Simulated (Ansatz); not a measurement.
Starting cell, Tl (hcp, Mg type):

```
CELL_PARAMETERS angstrom
      7.21657     0.00000     0.00000
     -1.80414     3.12487     0.00000
      0.00000     0.00000     5.57421
ATOMIC_POSITIONS crystal
  Tl 0.16667 0.66667 0.75000
  Tl 0.66667 0.66667 0.75000
  Tl 0.33333 0.33333 0.25000
  Tl 0.83333 0.33333 0.25000
```

Scan: atom 1 (Tl, nearest neighbour Tl at 3.480 Å; its periodic images, 3.6 Å or more away, move with it) is displaced along Cartesian [110], direction (0.707, 0.707, 0.000) in Cartesian axes, by s. The other atoms stay.

Calculation: PBE (plane waves to 420 eV, PAW, scalar-relativistic; Ansatz, a quantum-chemistry and plane-wave program). k mesh 6×12×7 (Γ-centred), Fermi-Dirac smearing 0.05 eV. Energies are smeared free energies. With partly filled bands, energies and forces of such displacements shift with the k mesh and the smearing. Spin-orbit coupling is left out, though Tl is heavy. The relaxed volume of Tl is well above the measured one; the method has no dispersion term. Tl was relaxed with its symmetry unable to fall. The zero of ΔE is the undisplaced structure. The last digit holds for this mesh only.

```csv
s (Å),ΔE (meV/cell)
-0.350,99.8
-0.280,62.4
-0.210,34.4
-0.140,15.0
-0.070,3.7
0.000,0.0
0.070,3.6
0.140,14.1
0.210,31.5
0.280,56.1
0.350,88.2
```

### Question
What force constant k = d²E/ds² at s = 0 does the table give?

### Answer
1.5 eV/Å². It is the second difference of the nearest points, corrected with the next pair.

### Question
With k = 1.48 eV/Å² from the forces, is the well harmonic out to s = 0.350 Å?

### Answer
½ks² = 91 meV/cell against the computed 88 meV/cell, so the well is close to harmonic there.

(A displaced cell: forces are minus the slopes of the energy, force constants its curvatures, and phonons follow from these.)
